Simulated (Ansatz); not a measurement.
Sb:
```xyz
1
Lattice="0.0000 2.3870 2.3870 2.3870 0.0000 2.3870 2.3870 2.3870 0.0000" Properties=species:S:1:pos:R:3 pbc="T T T"
Sb     0.0000     0.0000     0.0000
```

Relaxed with r²SCAN. Special points in fractions of this cell's reciprocal vectors: Γ (0.000, 0.000, 0.000); X (0.500, 0.000, 0.500); U (0.625, 0.250, 0.625); K (0.375, 0.375, 0.750); L (0.500, 0.500, 0.500); W (0.500, 0.250, 0.750).

Task: List the band energies nearest the Fermi level at these points for r²SCAN with spin–orbit coupling in the plane-wave PAW code Ansatz.

Result: In eV from the Fermi level; about four levels below and three above (degenerate sets whole), none deeper than 8.9 eV; … stands for higher levels left out; points with the same levels are listed once.

```csv
k,below,above
Γ,–,4.79 4.79 6.02 6.02 6.02 6.02
X,-7.68 -7.68 -5.15 -5.15,0.17 0.17 0.68 0.68
U,-4.23 -4.23 -3.03 -3.03,1.29 1.29 5.61 5.61
L,-6.02 -6.02,3.46 3.46 4.17 4.17
W,-3.10 -3.10 -1.41 -1.41,10.09 10.09 …
```

Space group Fm-3m (fcc (Cu type)). The workflow started from an entry of the Crystallography Open Database (COD), which files this formula under 5 space groups. It is not the phase usual at ambient conditions (space group No. 166). Symmetry was held in the r²SCAN relaxation. At this level the phase is mechanically unstable.

Potentials: the later of the program's two PAW sets.
